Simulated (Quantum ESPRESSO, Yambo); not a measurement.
**CsCdCl3: DFT and GW levels**

```cif
data_CdCl3Cs
_chemical_formula_sum 'Cl3 Cd1 Cs1'
_space_group_name_H-M_alt 'P 1'
_space_group_IT_number 1
_cell_length_a 5.26440
_cell_length_b 5.26440
_cell_length_c 5.26440
_cell_angle_alpha 90.000
_cell_angle_beta 90.000
_cell_angle_gamma 90.000
loop_
_space_group_symop_operation_xyz
  'x, y, z'
loop_
_atom_site_label
_atom_site_type_symbol
_atom_site_fract_x
_atom_site_fract_y
_atom_site_fract_z
_atom_site_occupancy
Cl1 Cl 0.00000 0.50000 0.50000 1
Cl2 Cl 0.50000 0.00000 0.50000 1
Cl3 Cl 0.50000 0.50000 0.00000 1
Cd1 Cd 0.50000 0.50000 0.50000 1
Cs1 Cs 0.00000 0.00000 0.00000 1
```

The geometry is that of Materials Project entry mp-568544, symmetrised and not relaxed again.

Starting point: PBEsol (Quantum ESPRESSO, PseudoDojo norm-conserving, 102 Ry, without SOC). G0W0 in Yambo: 2×2×2 Γ-centred k mesh, bands 5 to 268 and a 8 Ry block in the screening, 268 bands in G with the Bruneval-Gonze terminator, plasmon pole fitted at 27.2 eV.

```
Property                                            Result
-------------------------------------------------  -------
PBEsol gap along the band path                     1.63 eV
PBEsol gap between the mesh's edge points (R → Γ)  1.63 eV
G0W0 gap between the same points                   3.76 eV
PBEsol smallest direct gap on the mesh (at Γ)      2.12 eV
G0W0 direct gap at that point                      4.49 eV
```

| k point | band | E PBEsol (eV) | E QP (eV) | shift (eV) | Z |
|---|---|---|---|---|---|
| Γ | VB | -0.49 | -1.98 | -1.49 | 0.79 |
| Γ | CB | 1.63 | 2.51 | 0.88 | 0.83 |
| X | VB | -0.72 | -2.24 | -1.52 | 0.79 |
| X | CB | 4.23 | 5.03 | 0.80 | 0.81 |
| M | VB | -0.01 | -1.25 | -1.24 | 0.80 |
| M | CB | 5.95 | 6.93 | 0.98 | 0.82 |
| R | VB | 0.00 | -1.25 | -1.25 | 0.80 |
| R | CB | 5.82 | 6.56 | 0.73 | 0.84 |

Energies count from the PBEsol valence-band maximum.

Nearest settings tried, and what they do to the gap: 168 bands in G: +3 meV; 168 bands in W, 168 bands in G: +71 meV; 7 Ry block (341 vectors against 437): -26 meV. Not varied: mesh. So the settings aren't converged at that level. The k mesh is coarse.

Spin-orbit splittings are left out. The cell is held in this high symmetry; tilts and polar distortions were not searched.
